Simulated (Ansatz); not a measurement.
**YNb₆Sn₆ — quadrupolar parameters**

The cell is a diffraction structure from the COD, its atoms then relaxed with PBE in this cell.

```
CELL_PARAMETERS angstrom
5.74980 0.00000 0.00000
-2.87490 4.97947 0.00000
0.00000 0.00000 9.50030
ATOMIC_POSITIONS crystal
Y 0.00000 0.00000 0.50000
Nb 0.50000 0.00000 0.25080
Nb 0.50000 0.50000 0.25080
Nb 0.00000 0.50000 0.25080
Nb 0.00000 0.50000 0.74920
Nb 0.50000 0.50000 0.74920
Nb 0.50000 0.00000 0.74920
Sn 0.00000 0.00000 0.16970
Sn 0.00000 0.00000 0.83030
Sn 0.66667 0.33333 0.00000
Sn 0.33333 0.66667 0.00000
Sn 0.66667 0.33333 0.50000
Sn 0.33333 0.66667 0.50000
```

Atom numbers follow the list; atoms alike are taken as one site, whose name carries the number of the first.

The numbers come from a DFT calculation in Ansatz (r2SCAN, plane waves and PAW, scalar-relativistic, 500 eV cutoff, Γ-centred 7×7×4 k-points, Fermi–Dirac smearing 0.05 eV).

C_Q = eQV_zz/h, which is 24.18 MHz for Q = 1 b and V_zz = 10²¹ V/m²; η = (V_xx − V_yy)/V_zz. Directions are in the Cartesian axes of the cell vectors above, for the atom listed; none is given where the gradient is under 0.02 or η is above 0.95.

Question: Give the quadrupolar parameters of the distinct sites.

Answer: 

| site | first atom | first shell | V_zz (10²¹ V/m²) | η | direction of V_zz (x, y, z) |
| --- | --- | --- | --- | --- | --- |
| Y | 1 | 8 Sn at 3.14–3.32 Å, 12 Nb at 3.72 Å | -2.95 | 0.00 | 0.00 0.00 1.00 |
| Nb | 2 | 4 Nb at 2.87 Å, 6 Sn at 2.89–2.98 Å | -11.21 | 0.88 | 0.00 1.00 0.00 |
| Sn8 | 8 | 6 Nb at 2.98 Å, 1 Y at 3.14 Å, 7 Sn at 3.22–3.69 Å | 16.20 | 0.00 | 0.00 0.00 1.00 |
| Sn10 | 10 | 6 Nb at 2.90 Å | -26.5 | 0.00 | 0.00 0.00 1.00 |
| Sn12 | 12 | 6 Nb at 2.89 Å, 3 Sn at 3.32 Å, 3 Y at 3.32 Å | -20.9 | 0.00 | 0.00 0.00 1.00 |

An axis of threefold or higher order runs through Y, Sn8, Sn10 and Sn12, so V_zz lies along it and η is zero.

With no gap above 0.1 eV, as in a metal, the gradients converge slowly in k; expect changes of a tenth or more on a denser mesh. Without spin–orbit coupling (the program notes it for Nb, Sn and Y) the gradients can shift somewhat, as the gap is small. With these PAW files V_zz is typically within 2 to 3 % of all-electron values, but misses above 10 % occur on Sn.

The run took 2.5 min of wall time (2.5 min of CPU time) and 1.4 GiB at its peak, on 1 thread of Arm Neoverse V1 (aarch64; 28 cores open to the job, memory cap 3.0 GiB, no GPU), a shared host with a load of 0.9 a core.
